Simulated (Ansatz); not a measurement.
# SiO2: a run for the field gradients

```yaml
crystal:
  lattice:
    - [4.9501, 0.0, 0.0]
    - [0.0, 4.9501, 0.0]
    - [0.0, 0.0, 6.876]
  atoms:
    - { symbol: Si, position: [0.3027, 0.3027, 0.0] }
    - { symbol: Si, position: [0.1973, 0.8027, 0.25] }
    - { symbol: Si, position: [0.6973, 0.6973, 0.5] }
    - { symbol: Si, position: [0.8027, 0.1973, 0.75] }
    - { symbol: O, position: [0.2388, 0.1086, 0.1817] }
    - { symbol: O, position: [0.3914, 0.7388, 0.4317] }
    - { symbol: O, position: [0.7612, 0.8914, 0.6817] }
    - { symbol: O, position: [0.6086, 0.2612, 0.9317] }
    - { symbol: O, position: [0.7388, 0.3914, 0.5683] }
    - { symbol: O, position: [0.8914, 0.7612, 0.3183] }
    - { symbol: O, position: [0.2612, 0.6086, 0.0683] }
    - { symbol: O, position: [0.1086, 0.2388, 0.8183] }
kpoints:
  mp_grid: { grid: [5, 5, 4] }
scf:
  occupations: { method: fermi_dirac, width: 0.02 }
  mixing: { algorithm: broyden, beta: 1.5, ndim: 1, preconditioner: none }
  max_iter: 100
hamiltonian:
  xc: pbe
  pseudopotentials: { kind: paw }
output:
  forces: true
  stress: true
  populations: true
  efg: { quadrupole_moments_barn: { O: -0.02558 }, contact_densities: true }
```

```sh
ansatz run input.yaml --threads 1 --pin off --max-ram 2560MiB --backend cpu --events-out ev --progress --plain --runs-dir out
```

(1) What happens when this input is run?

Answers

(1) The input was rejected before any iteration. The input holds mixing far too strong. The program says:

```
Error: invalid value for `scf.mixing.beta`: must be finite and in (0, 1]; got 1.5
```

Against a sound input the change was `scf.mixing`: not typed → {algorithm: broyden, beta: 1.5, ndim: 1, preconditioner: none}; `scf.max_iter`: not typed → 100.

With the sound settings the run converges and gives V_zz (10²¹ V/m²) Si -0.56 (η 0.85), O 8.97 (η 0.16). The calculated pressure of 8 GPa (PBE) comes largely from the unrelaxed atoms: it is 1.6 GPa once they are relaxed in the same cell. The largest force is 0.5 eV/Å, so the atoms aren't at the calculated equilibrium and relaxing them would move these values.
